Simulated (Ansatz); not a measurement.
Ta₂C: how the plane-wave cutoff moves the results

These are results of DFT PBEsol, scalar-relativistic, plane waves, PAW (Ansatz), not measurements.

```
CELL_PARAMETERS angstrom
3.10590 0.00000 0.00000
-1.55295 2.68979 0.00000
0.00000 0.00000 4.94640
ATOMIC_POSITIONS crystal
Ta 0.33333 0.66667 0.25201
Ta 0.66667 0.33333 0.74799
C 0.00000 0.00000 0.00000
```

```json
{"Γ-centred k-mesh": "15×15×8", "occupation rule": "Gaussian smearing, 0.1 eV", "spin treatment": "unpolarised", "valence charge of the PAW sets": "Ta 13, C 4"}
```

The atoms are held and the plane-wave cutoff is swept. Energies are extrapolated to zero smearing and count from the reference run, 500 eV. The cell isn't necessarily relaxed at this level. Spin–orbit coupling is left out. Pressure is positive in compression and holds a correction for the finite cutoff (Pulay stress).

One run gave ΔE = 242 meV/atom and P = -3.82 GPa. Which plane-wave cutoff did it use, of 250, 300, 350, 420?

250 eV. All runs:

| cutoff (eV) | ΔE (meV/atom) | P (GPa) | largest change of a force component (eV/Å) | plane waves at Γ |
| --- | --- | --- | --- | --- |
| 250 | 242 | -3.82 | 0.044 | 379 |
| 300 | 56.3 | -2.93 | 0.017 | 511 |
| 350 | 14.4 | -3.06 | 0.005 | 615 |
| 420 | 1.25 | -3.11 | 0.000 | 809 |
| 500 | 0.00 | -3.13 | 0.000 | 1087 |